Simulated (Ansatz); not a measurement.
Given:

C₈H₄N₆PtZn:
```xyz
20
Lattice="7.1201 0.0000 0.0000 0.0000 7.3879 0.0000 0.0000 0.0000 7.4209" Properties=species:S:1:pos:R:3 pbc="T T T"
Zn     0.0000     0.0000     0.0000
Pt     0.0000     3.6940     3.7104
N      0.0000     5.9159     5.9169
C      0.0000     5.0901     5.1048
N      0.0000     1.4721     5.9169
C      0.0000     2.2978     5.1048
N      0.0000     5.9159     1.5040
C      0.0000     5.0901     2.3161
N      0.0000     1.4721     1.5040
C      0.0000     2.2978     2.3161
N      2.1829     0.0000     0.0000
N      4.9372     0.0000     0.0000
C      2.8671     0.0000     6.2791
H      2.2889     0.0000     5.3639
C      2.8671     0.0000     1.1418
H      2.2889     0.0000     2.0570
C      4.2530     0.0000     6.2791
H      4.8312     0.0000     5.3639
C      4.2530     0.0000     1.1418
H      4.8312     0.0000     2.0570
```

This is the r²SCAN+D4-relaxed structure. Tensor components refer to the Cartesian frame of this cell.

Task: All from plane-wave PAW r²SCAN+D4 (Ansatz code), unless another level is named. Estimate the bulk modulus (Birch–Murnaghan fit).

Result: 302 kbar.

Task: Next, the elastic constants (relaxed ions, GPa)?

Result: C11 = 41.4, C22 = 64.6, C33 = 62.2, C12 = 18.6, C13 = 17.5, C23 = 54.2, C44 = 25.8, C55 = -0.5, C66 = 0.0.

Space group Pmmm. The cell is a constructed one: a structure type filled with these elements; neither database checked (COD, Materials Project) lists it. Whether it is the stable phase at ambient conditions was not checked. Symmetry was held in the r²SCAN+D4 relaxation; its stability against distortions is not shown here. The run is not spin-polarised. Scalar-relativistic: spin–orbit coupling is off unless named, which matters more the heavier the elements.

Potentials: the later of the program's two PAW sets.
